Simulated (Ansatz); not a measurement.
## Ca₂Nb₂O₆F, one structure, two calculations

Cell: an entry of the Crystallography Open Database (COD), ions relaxed with PBE at fixed cell.

```xyz
22
Lattice="0.0000 5.1974 5.1974 5.1974 0.0000 5.1974 5.1974 5.1974 0.0000" Properties=species:S:1:pos:R:3 pbc="T T T"
Ca    1.2993    1.2993    1.2993
Ca    1.2993    3.8980    3.8980
Ca    3.8980    3.8980    1.2993
Ca    3.8980    1.2993    3.8980
Nb    6.4967    6.4967    6.4967
Nb    6.4967    3.8980    3.8980
Nb    3.8980    3.8980    6.4967
Nb    3.8980    6.4967    3.8980
O     3.0519    5.1974    5.1974
O     7.7960    5.6506    7.7960
O     7.3428    5.1974    5.1974
O     7.7960    9.9414    7.7960
O     5.1974    3.0519    5.1974
O     7.7960    7.7960    5.6506
O     5.1974    7.3428    5.1974
O     7.7960    7.7960    9.9414
O     9.9414    7.7960    7.7960
O     5.1974    5.1974    3.0519
O     5.6506    7.7960    7.7960
O     5.1974    5.1974    7.3428
F     0.0000    0.0000    0.0000
F     2.5987    2.5987    2.5987
```

Atoms are numbered from 1 in the order listed; like atoms form one site, named after its first atom.

First run. Computed with Ansatz: DFT, PBE, plane waves and PAW, scalar-relativistic, 420 eV cutoff, Γ-centred 6×6×6 k-points, Fermi–Dirac smearing 0.05 eV.

| site | atom | V_zz (10²¹ V/m²) | η |
| --- | --- | --- | --- |
| Ca | 1 | -0.87 | 0.00 |
| Nb | 5 | 8.90 | 0.00 |
| O | 9 | -0.56 | 0.37 |

Second run. The same atoms and settings, except that spin–orbit coupling is included (fully relativistic PAW files).

Task: Given the first result, estimate the second.

Result: 

```tsv
site	atom	V_zz	η	change of V_zz
Ca	1	-0.87	0.00	0.00
Nb	5	8.89	0.00	-0.01
O	9	-0.59	0.40	-0.03
```

No V_zz moves by more than 0.03. Sites without a gradient aren't listed.

With no gap above 0.1 eV, as in a metal, the gradients converge slowly in k; expect changes of a tenth or more on a denser mesh. Semilocal functionals can leave a metal where correlation in the d or f shell opens a gap in the real compound, and that would change the values at and beside Nb.
